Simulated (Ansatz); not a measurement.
Ansatz input

```yaml
crystal:
  lattice:
    - [3.7697503013, 0.0, 0.0]
    - [-1.8848751506, 3.2646995268, 0.0]
    - [0.0, 0.0, 2.285396855]
  atoms:
    - { symbol: Ni, position: [1.0, 1.0, 0.0], spin: 0.607 }
    - { symbol: Ni, position: [0.3333333333, 0.6666666667, 0.5], spin: 0.653 }
    - { symbol: Ni, position: [0.6666666667, 0.3333333333, 0.5], spin: 0.653 }
hamiltonian:
  xc: mr2scan
  pseudopotentials:
    kind: paw
    azcp:
      Ni: "pseudopotentials/Ni.paw.azcp"
basis:
  ecutwfc: 500
  fft_grid_basis: typed
kpoints:
  mp_grid: { grid: [10, 10, 15], shift: [0, 0, 0] }
magnetization:
  spin_polarized: true
scf:
  occupations: { method: fermi_dirac, width: 0.05 }
  lower_state_search: "off"
output:
  stress: true
  write_density: true
  write_potential: true
  elf: true
  volumetric_format: npy
```

Output

```
Engine: ansatz 0.2.0, aarch64-unknown-linux-gnu
Pseudopotentials: kind: paw
Pseudopotential: Ni, paw, valence charge 18, recommended cutoff 500 eV (meta_gga) 
Functional definition: m-r2SCAN
  exchange = m_r2scan_x
  correlation = m_r2scan_c
Crystal: 3 atoms, lattice volume = 28.127 Å³
Basis set: ecut = 500 eV, 693 PW (Γ), exchange–correlation on 120×120×72 points (64 copies of the dense FFT grid, shifted against one another)
Bands: 34, of which v1, the nominal top of the filled ones, is band 27 counted from 1 (26 counted from 0)
Symmetry: 24 space group operations
Space group: P6/mmm (ITA 191), of the structure as read, at distance tolerance 3.0e-5 Å
Magnetic group: BNS 191.233 (UNI 1463), of the structure as read, at distance tolerance 3.0e-5 Å
k-points: 112 of 1500
Non-local potential: Ni, projectors of the file, l = 0: 3, l = 1: 2, l = 2: 3, l = 3: 1
PAW form: soft (Blöchl's): semilocal exchange-correlation on the pseudo side does not see the compensation charge
PAW frozen core: Ni, regenerated for the run's functional (the file was generated under x = pbe(κ = 0.804, μ = 0.2195149727645171), c = pbe(β = 0.06672455060314922))
PAW one-centre angular grid: Ni, 590 points (default); XC on 160 Gauss nodes
Initial density: superposition of atomic densities (chi_scale 0.1, normalization cell)
Starting moments: Σ|m| = 1.913 μB on 3 of 3 sites
Initial wavefunctions: pseudopotential atomic-orbital guess
Functional: x = mr2scan, c = mr2scan; τ floored in thin density (d = 2e-4 eV/Å³)
iter 1 solved again at ethr=4.65e-4 eV; its pass at ethr=3.10e-3 eV (dr2=2.51e-1 eV) is discarded
SCF iter   1: F=-17534.706202 eV  HF=-17534.462088 eV  |F-HF|=2.44e-1  |Δ(HF+E_count)|=         —  Δρ=2.71e-2 (↑2.32e-2 ↓2.71e-2)  dr2=2.50e-1  dr2_τ=3.14e-2  dr2_m=4.07e-2  M=1.724 μB ∫|m|=1.739 μB  β_m=0.30  ethr=4.65e-4  ⟨swp⟩=1.7  Hψ=39198  notcnv=0
SCF iter   2: F=-17534.492860 eV  HF=-17534.807500 eV  |F-HF|=3.15e-1  |Δ(HF+E_count)|=   3.45e-1  Δρ=3.58e-2 (↑1.98e-2 ↓3.58e-2)  dr2=4.93e-1  dr2_τ=1.44e-3  dr2_m=3.38e-2  M=1.610 μB ∫|m|=1.648 μB  β_m=0.30  ethr=4.63e-4  ⟨swp⟩=3.8  Hψ=16059  notcnv=0  κ⁻¹=1.0e0(r=1)
SCF iter   3: F=-17534.873120 eV  HF=-17534.797547 eV  |F-HF|=7.56e-2  |Δ(HF+E_count)|=   9.95e-3  Δρ=1.30e-2 (↑1.08e-2 ↓1.30e-2)  dr2=2.94e-2  dr2_τ=7.46e-4  dr2_m=1.06e-2  M=1.636 μB ∫|m|=1.695 μB  β_m=0.30  ethr=4.63e-4  ⟨swp⟩=2.8  Hψ=10982  notcnv=0  defer=99  κ⁻¹=1.7e-2(r=2)
SCF iter   4: F=-17534.879714 eV  HF=-17534.858456 eV  |F-HF|=2.13e-2  |Δ(HF+E_count)|=   6.09e-2  Δρ=8.08e-3 (↑5.32e-3 ↓8.08e-3)  dr2=7.37e-3  dr2_τ=1.51e-4  dr2_m=7.16e-3  M=1.606 μB ∫|m|=1.686 μB  β_m=0.30  ethr=5.45e-5  ⟨swp⟩=3.0  Hψ=16479  notcnv=0  defer=232  κ⁻¹=1.1e-3(r=3)
SCF iter   5: F=-17534.885270 eV  HF=-17534.878918 eV  |F-HF|=6.35e-3  |Δ(HF+E_count)|=   2.05e-2  Δρ=4.59e-3 (↑4.59e-3 ↓4.01e-3)  dr2=1.64e-3  dr2_τ=3.65e-5  dr2_m=3.79e-3  M=1.576 μB ∫|m|=1.673 μB  β_m=0.30  ethr=1.37e-5  ⟨swp⟩=2.2  Hψ=15929  notcnv=0  defer=236  κ⁻¹=6.7e-5(r=4)
SCF iter   6: F=-17534.886398 eV  HF=-17534.882963 eV  |F-HF|=3.44e-3  |Δ(HF+E_count)|=   4.04e-3  Δρ=3.42e-3 (↑3.38e-3 ↓3.42e-3)  dr2=5.14e-5  dr2_τ=2.20e-5  dr2_m=2.89e-3  M=1.564 μB ∫|m|=1.674 μB  β_m=0.30  ethr=3.04e-6  ⟨swp⟩=2.0  Hψ=13207  notcnv=0  defer=236  κ⁻¹=1.1e-5(r=5)
SCF iter   7: F=-17534.886588 eV  HF=-17534.884866 eV  |F-HF|=1.72e-3  |Δ(HF+E_count)|=   1.90e-3  Δρ=2.89e-3 (↑2.89e-3 ↓2.65e-3)  dr2=5.80e-4  dr2_τ=1.31e-5  dr2_m=1.78e-3  M=1.551 μB ∫|m|=1.673 μB  β_m=0.30  ethr=9.53e-8  ⟨swp⟩=2.7  Hψ=15191  notcnv=0  defer=236  κ⁻¹=3.7e-7(r=6)
...
SCF iter  22: F=-17534.888014 eV  HF=-17534.888013 eV  |F-HF|=4.70e-7  |Δ(HF+E_count)|=   2.59e-6  Δρ=9.41e-6 (↑8.25e-6 ↓9.41e-6)  dr2=1.30e-8  dr2_τ=3.90e-10  dr2_m=2.71e-9  M=1.516 μB ∫|m|=1.684 μB  β_m=1.20  ethr=1.85e-10  ⟨swp⟩=15.3  Hψ=73842  notcnv=0  κ⁻¹=3.8e-6(r=6)
SCF iter  23: F=-17534.888014 eV  HF=-17534.888014 eV  |F-HF|=3.11e-7  |Δ(HF+E_count)|=   1.70e-7  Δρ=6.58e-6 (↑5.08e-6 ↓6.58e-6)  dr2=4.90e-9  dr2_τ=1.22e-10  dr2_m=2.73e-9  M=1.516 μB ∫|m|=1.684 μB  β_m=1.20  ethr=2.40e-11  ⟨swp⟩=8.5  Hψ=50943  notcnv=0  κ⁻¹=1.1e-6(r=7)
SCF iter  24: F=-17534.888014 eV  HF=-17534.888014 eV  |F-HF|=3.00e-8  |Δ(HF+E_count)|=   3.00e-7  Δρ=3.57e-6 (↑2.41e-6 ↓3.57e-6)  dr2=1.50e-9  dr2_τ=2.17e-11  dr2_m=7.25e-10  M=1.515 μB ∫|m|=1.684 μB  ethr=9.07e-12  ⟨swp⟩=9.3  Hψ=54638  notcnv=0
SCF 1 converged in 24 iterations: F = -17534.888014 eV  dr2 = 1.50e-9
this state was not tested for a lower state beside it, because the mixer in use, unlike msr1, does not test its closes by its own steps (another_mixer; see scf.mixing.algorithm and scf.lower_state_search)
SCF converged after 24 iterations
Magnetization: 1.5155 μB (27.7577 up, 26.2423 down)
Absolute magnetization: 1.6855 μB (∫|ρ↑−ρ↓|, with the PAW one-centre terms)
Spin contamination: 0.0111 ħ² per cell (⟨S²⟩ above its minimum at these occupations)
Per-site moments (μB) at R_I (Å): [(0.5476752466161193, 0.9427262026875), (0.5235959125994879, 0.8977923698768531), (0.5235959125994879, 0.8977923698768531)]
Free energy (F): -17534.888014 eV
Harris-Foulkes:  -17534.888014 eV  (|F-HF|=3.00e-8)
Internal energy: -17534.846466 eV  (E = F + TS)
E sigma→0 (E₀):  -17534.867240 eV
Entropy (-TS):   -0.041548 eV (-13.849 meV/atom)
Fermi energy:    21.532201 eV
--- Per-component energies (eV) ---
  E_band       = -749.987796
  E_kinetic    = 857.000107
  E_local      = -9622.675409  (includes V_loc(G=0)·N_el)
  E_nonlocal   = 1922.907912
  E_hartree    = 4052.596485
  E_xc         = -240.446160
  E_vxc        = -357.101031  (∫ρ·V_xc dr)
  E_paw        = -4932.842092  (= ΣΔE_a)
  E_vpaw       = -1681.812672  (= ΣTr[D̂ρ^β])
  E_aug_tail   = 0.000703  (compensation charges beyond the density's cutoff)
  E_vtau       = 26.502523  (kinetic-family band-sum trace: ∫τ·v_τ [+ j·A + Jᵃ·Aᵃ] dr)
  E_ewald      = -9570.487805
  E_core_change = -0.900206  (= ΣΔE_core)
  E_smearing   = -0.041548  (= −TS)
  E_closure    = -0.000000  (closes the sum)
  Σ components = -17534.888014   (vs F -17534.888014, Δ=0.00e0)
--- Stress (GPa, compression-positive) ---
       38.167195       0.000000       0.000000
        0.000000      38.167195       0.000000
        0.000000       0.000000      34.957626
  P = ⅓ Tr σ = 37.0973 GPa (370.973 kbar)
--- Band table (eV; the first three rows and the last of 224) ---
  k-point 0 ↑: bands = ["-85.9841", "-85.8874", "-85.8393", "-45.0758", "-45.0758", "-44.8230", "-44.8230", "-44.7113", "-44.6077", "-44.6077", "-44.5198", "-44.4652", "11.0570", "16.3238", "17.7018", "17.7018", "17.7038", "17.7038", "18.1146", "18.5218", "19.1254", "19.1254", "19.7878", "19.7878", "19.8151", "19.8151", "21.2198", "21.2198", "28.6322", "28.6322", "28.6857", "28.6857", "31.8868", "32.0718"]
  k-point 1 ↑: bands = ["-85.9824", "-85.8860", "-85.8381", "-45.0744", "-45.0744", "-44.8200", "-44.8200", "-44.7235", "-44.6084", "-44.6084", "-44.5332", "-44.4773", "11.2015", "16.4105", "17.6439", "17.6439", "17.6524", "17.6524", "18.2491", "18.6104", "19.0563", "19.0563", "19.8031", "19.8031", "19.8812", "19.8812", "21.1803", "21.1803", "28.7929", "28.7929", "28.8226", "28.8226", "31.9197", "32.0980"]
  k-point 2 ↑: bands = ["-85.9775", "-85.8820", "-85.8346", "-45.0703", "-45.0703", "-44.8112", "-44.8112", "-44.7579", "-44.6105", "-44.6105", "-44.5710", "-44.5113", "11.6275", "16.6514", "17.4720", "17.4720", "17.5103", "17.5103", "18.6384", "18.8739", "18.9476", "18.9476", "19.7591", "19.7591", "20.0711", "20.0711", "21.0849", "21.0849", "29.2205", "29.2205", "29.2580", "29.2580", "31.9913", "32.1760"]
  k-point 111 ↓: bands = ["-85.0953", "-85.0838", "-84.9730", "-44.3389", "-44.1912", "-44.1740", "-44.1258", "-44.1199", "-44.0666", "-43.9022", "-43.8932", "-43.8872", "16.0712", "17.0935", "17.4761", "17.6935", "17.7069", "17.8401", "18.9458", "19.4128", "19.6762", "19.8400", "20.4146", "21.5845", "21.7977", "21.8868", "22.1897", "23.2944", "25.1329", "26.4111", "29.3618", "29.7540", "30.7830", "38.9000"]
```

Command:

```sh
ansatz run input.yaml --threads 2 --pin off --max-ram 5120MiB --backend cpu --events-out ev --progress --plain --runs-dir out
```

On 2 threads of Arm Neoverse V1 (shared host) this took about 47 s of wall time and 89 s of CPU time.
